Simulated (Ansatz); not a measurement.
ScPtN2:
```yaml
crystal:
  lattice:
    - [1.61961, 0.93508, 5.97284]
    - [-1.61961, 0.93508, 5.97284]
    - [0.00000, -1.87017, 5.97284]
  atoms:
    - { symbol: Sc, position: [0.50000, 0.50000, 0.50000] }
    - { symbol: Pt, position: [0.00000, 0.00000, 0.00000] }
    - { symbol: N, position: [0.89550, 0.89550, 0.89550] }
    - { symbol: N, position: [0.10450, 0.10450, 0.10450] }
```

Relaxed with r²SCAN. Special points in fractions of this cell's reciprocal vectors: Γ (0.000, 0.000, 0.000); T (0.500, 0.500, 0.500); H2 (0.817, 0.183, 0.500); H0 (0.500, -0.183, 0.183); L (0.500, 0.000, 0.000); S0 (0.342, -0.342, 0.000); S2 (0.658, 0.000, 0.342); F (0.500, 0.000, 0.500).

**Question.** List the band energies nearest the Fermi level at these points for r²SCAN in the plane-wave PAW code Ansatz.

**Answer.** In eV from the Fermi level; about four levels below and three above (degenerate sets whole), none deeper than 8.9 eV; points with the same levels are listed once.

```tsv
k	below	above
Γ	-0.80 -0.80 -0.72 -0.72	3.80 4.00 4.00
T	-2.99 -2.99 -2.93 -2.93	1.36 1.36 3.92 3.92
H2	-2.60 -2.32 -2.12 -0.47	0.18 0.61 4.12
L	-4.22 -2.69 -2.61 -1.40	0.12 0.67 0.90
S0	-2.57 -2.39 -2.04 -0.52	0.24 0.60 4.09
F	-1.62 -1.40 -1.13 -0.29	0.67 3.57 3.71
```

Space group R-3m. The start of the workflow was typed in or built on a structure type; neither database checked (COD, Materials Project) lists it. Its standing as an ambient phase is unchecked. The r²SCAN relaxation kept the symmetry of its start; whether a distortion lowers the energy is not shown. No spin polarisation was allowed. With an odd number of electrons in the cell and no spin polarisation, the count alone makes it a metal. Scalar-relativistic: spin–orbit coupling is off unless named, which matters more the heavier the elements.

Potentials: the later of the program's two PAW sets.
